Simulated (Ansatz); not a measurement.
Simulated powder pattern, Cu Kα, λ = 1.54184 Å (kinematic, ideal powder, no thermal factors, no anomalous dispersion; the 30 strongest lines at most, above 1 %, up to 2θ = 90°):

```tsv
2θ (°)	d (Å)	I/Imax (%)
27.27	3.271	100
45.27	2.003	73
53.66	1.708	44
65.96	1.416	12
72.76	1.300	17
83.62	1.156	23
90.00	1.090	13
```

The pattern belongs to a structure relaxed with the program Ansatz at the r²SCAN level (PAW).

**Question.** Which compound is it?
(A) ZnSe, zinc blende
(B) Ge, diamond
(C) TiB2, P6/mmm (Ti on 1a, B on 2d)
(D) GaAs, zinc blende

**Answer.** A, ZnSe, zinc blende

**Question.** Give the lattice parameters.

**Answer.** a = 5.665 Å.

Space group F-43m (zinc blende). The cell was relaxed with r²SCAN under the symmetry of its start; phonons on a q-mesh show no instability.

Potentials: the later of the program's two PAW sets.
